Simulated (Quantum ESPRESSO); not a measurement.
Ta3Pt3CuAl, one composition in several site orders

A calculation, not a measurement. The program is pw.x of Quantum ESPRESSO 7.5 (plane-wave density functional theory). The cell is made up: eight metal atoms on a hexagonal close-packed lattice, with elements, volume, strain and displacements drawn at random and not relaxed, so it may be unstable or far from any real phase. PseudoDojo standard norm-conserving files set the functional (PBE unless stated); there is no spin polarisation or spin-orbit coupling, the Fermi-Dirac width of 0.25 eV means electrons at about 2900 K, and the masses in the input are unused placeholders. The copper pseudopotential is less sure than most, with forces differing by about three percent and pressure by about two GPa from a second method on plain copper. Heavy elements are run without spin-orbit coupling, which real alloys of them have. A spin test at this wide smearing found no moment, but such smearing suppresses magnetism that the real alloy may have.

The runs put one composition on the sites in different orders. Cell, positions, cutoff, mesh and smearing stay as in the input of run 1; sites are counted in its order. Stress in the tables is positive in tension.

Input of run 1:

```
&control calculation='scf', pseudo_dir='./dojo.nc.sr.pbe.v0_5.standard.upf', outdir='./o', disk_io='minimal', tprnfor=.true., tstress=.true. /
&system ibrav=0, nat=8, ntyp=4, nbnd=74, ecutwfc=92.02030273, nosym=.true., tot_charge=0,
 occupations='smearing', smearing='fd', degauss=0.0183746611
/
&electrons conv_thr=1.470e-08, electron_maxstep=70, mixing_beta=0.5 /
ATOMIC_SPECIES
Al 1.0 Al.upf
Cu 1.0 Cu.upf
Pt 1.0 Pt.upf
Ta 1.0 Ta.upf
CELL_PARAMETERS angstrom
-2.7407 0.0 0.0
0.0 4.7471 0.0
1.3704 -2.3735 -9.1852
ATOMIC_POSITIONS angstrom
Ta -0.0816 0.0762 -0.014
Pt -0.122 1.5947 -2.3401
Pt -0.0208 0.078 -4.7338
Ta -0.0212 1.646 -6.8528
Ta -1.438 2.2909 -0.0258
Cu -1.4181 3.9655 -2.2288
Pt -1.2791 2.3833 -4.3504
Al -1.4161 -0.7655 -6.8508
K_POINTS automatic
9 5 3 1 1 1
```

| run | elements on sites 1 to 8 | free energy less that of run 1 (eV) | -TS (eV) | pressure (GPa) | stress xx (GPa) | stress yy (GPa) | stress zz (GPa) | stress yz (GPa) | stress xz (GPa) | stress xy (GPa) | iterations |
| --- | --- | --- | --- | --- | --- | --- | --- | --- | --- | --- | --- |
| 1 | Ta Pt Pt Ta Ta Cu Pt Al | 0.000 | -1.187 | 23.66 | -26.99 | -26.52 | -17.46 | 3.94 | -1.47 | 0.86 | 19 |
| 2 | Pt Al Ta Ta Pt Cu Ta Pt | -0.365 | -1.195 | 24.07 | -25.82 | -26.73 | -19.67 | 3.26 | -0.62 | 1.20 | 19 |
| 3 | Pt Ta Ta Al Ta Pt Cu Pt | -1.808 | -1.066 | 21.75 | -22.70 | -22.82 | -19.74 | -1.33 | -0.86 | 0.90 | 18 |
| 4 | Ta Pt Ta Pt Al Pt Cu Ta | -1.159 | -1.068 | 21.22 | -24.59 | -25.10 | -13.96 | -0.30 | -0.57 | 0.35 | 19 |
| 5 | Ta Ta Al Pt Pt Pt Ta Cu | -1.392 | -0.966 | 23.83 | -24.98 | -28.75 | -17.75 | 0.62 | 0.02 | 1.17 | 19 |
| 6 | Al Pt Ta Ta Cu Pt Ta Pt | -1.089 | -1.089 | 24.96 | -27.40 | -28.14 | -19.36 | 2.24 | -1.19 | 1.21 | 19 |

Forces Fx Fy Fz (eV/Å):

| site | run 1 | run 2 | run 3 | run 4 | run 5 | run 6 |
| --- | --- | --- | --- | --- | --- | --- |
| 1 | 0.13 -2.52 -1.23 | 0.18 -2.05 -0.44 | 0.11 -2.43 1.33 | 0.19 -1.45 0.15 | 0.22 -1.88 1.48 | 0.11 -0.37 -0.53 |
| 2 | 1.00 -1.13 3.21 | 0.88 -0.78 3.55 | 0.75 -0.48 0.07 | 0.75 -0.32 0.96 | 0.71 -1.61 2.79 | 1.23 -0.94 2.86 |
| 3 | 0.36 -1.48 0.37 | 0.13 -1.77 2.79 | 0.24 -0.92 2.55 | 0.18 -0.41 3.16 | 0.38 -0.96 -0.17 | 0.22 -1.72 2.56 |
| 4 | -0.04 0.04 1.27 | -0.04 0.38 -2.46 | -0.05 1.44 -0.78 | -0.23 0.27 -0.29 | 0.00 -0.18 -0.04 | -0.05 0.25 -1.70 |
| 5 | -0.16 2.64 -0.28 | -0.04 2.34 -1.00 | -0.04 2.40 0.81 | -0.04 1.88 -0.90 | -0.10 1.52 1.11 | 0.01 0.55 0.24 |
| 6 | -0.14 0.18 -0.38 | -0.12 0.28 0.05 | -0.26 0.05 -1.63 | -0.29 -0.36 -0.58 | -0.37 1.45 -0.35 | -0.26 0.61 0.71 |
| 7 | -1.24 1.92 -3.86 | -1.23 1.62 -2.16 | -0.82 0.74 -2.03 | -0.71 0.82 -1.70 | -0.89 1.46 -4.93 | -1.51 1.62 -2.21 |
| 8 | 0.10 0.36 0.91 | 0.24 -0.03 -0.34 | 0.07 -0.80 -0.31 | 0.15 -0.42 -0.80 | 0.04 0.20 0.11 | 0.25 0.01 -1.92 |

The sites are displaced and not relaxed, so the energy differences mix bonding between neighbours with strain and are not ordering energies. A rerun of one cell of this series at a higher cutoff and on a denser mesh moved values by no more than 0.014 eV in energy, 0.06 GPa in stress and 0.014 eV/Å in force, and a second program with other atomic files agreed on that cell to 2 % rms in force and 0.5 GPa in pressure.